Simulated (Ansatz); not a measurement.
Data:

Ge (β-Sn type, I4_1/amd), a = b = 5.0698 Å, c = 2.7841 Å, α = β = γ = 90.00°; the cell used has 2 atoms.

This is the LDA-relaxed structure.

### Question
All from DFT-LDA in the program Ansatz with PAW potentials, unless another level is named. Predict the electronic character.

### Answer
metallic (no gap).

### Question
Predict the density of states at the Fermi level.

### Answer
0.38 states/eV per atom (mean over ±0.08 eV).

This is a known high-pressure phase of the composition, computed here at zero pressure and temperature. Symmetry was held in the LDA relaxation; whether a distortion lowers the energy is not shown. Spin–orbit coupling is left out wherever it is not named.

Potentials: the earlier of the program's two PAW sets. The files were generated under PBE; for other functionals the program regenerates the frozen cores, and for LDA and PBEsol the local potential too.
